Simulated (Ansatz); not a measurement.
BeSe: computed property card

BeSe:
```xyz
4
Lattice="3.0132 1.7701 0.0000 -3.0132 1.7701 0.0000 -2.0772 0.0000 5.6946" Properties=species:S:1:pos:R:3 pbc="T T T"
Be     1.5066     0.8851     0.0000
Be    -2.5452     0.8851     2.8473
Se    -0.5193     1.0908     1.4236
Se    -1.5579     2.4495     4.2709
```

Space group C2/c (No. 15); conventional cell a = 6.026 Å, b = 3.540 Å, c = 6.062 Å, α = γ = 90.00°, β = 110.04°.

Method: plane-wave PAW PBE (Ansatz code). The cell and atoms are relaxed at this level. Other levels are named where they apply.

Cell and energy:

| Item | Result |
|---|---|
| Volume per atom | 15.19 Å³ |
| Density | 4.81 g/cm³ |
| Formation energy from the elements (no fitted shifts) | -25 kJ/mol-atom |

Electronic structure:

| Item | Value |
|---|---|
| Band gap | 0.43 eV (indirect) |
| Valence-band maximum | on the Γ–C line, 46 % of the way from Γ (k = 0.159, 0.159, 0.000 in fractions of the reciprocal vectors) |
| Conduction-band minimum | on the C2–Y2 line, 85 % of the way from C2 (k = 0.477, 0.479, 0.003 in fractions of the reciprocal vectors) (2 equivalent valleys) |
| Smallest direct gap on the standard path | 0.98 eV |
| Electron effective mass | 0.22, 0.44, 1.2 mₑ (principal values) |
| Hole effective mass | 0.16, 0.57, 0.71 mₑ (principal values) |

Mechanics:

| Property | Result |
|---|---|
| Bulk modulus (Birch–Murnaghan fit) | 61.5 GPa |
| Pressure derivative B′ | 6.5 |

A made-up cell: these elements were put on the sites of a structure type; neither database checked (COD, Materials Project) lists it. COD files the formula under space group No. 216. Its standing as an ambient phase is unchecked. The cell was relaxed with PBE under the symmetry of its start; its stability against distortions is not shown here. The references are the lowest solids computed at this level, not always the standard phases. Spin–orbit coupling is left out wherever it is not named.

Potentials: the later of the program's two PAW sets.
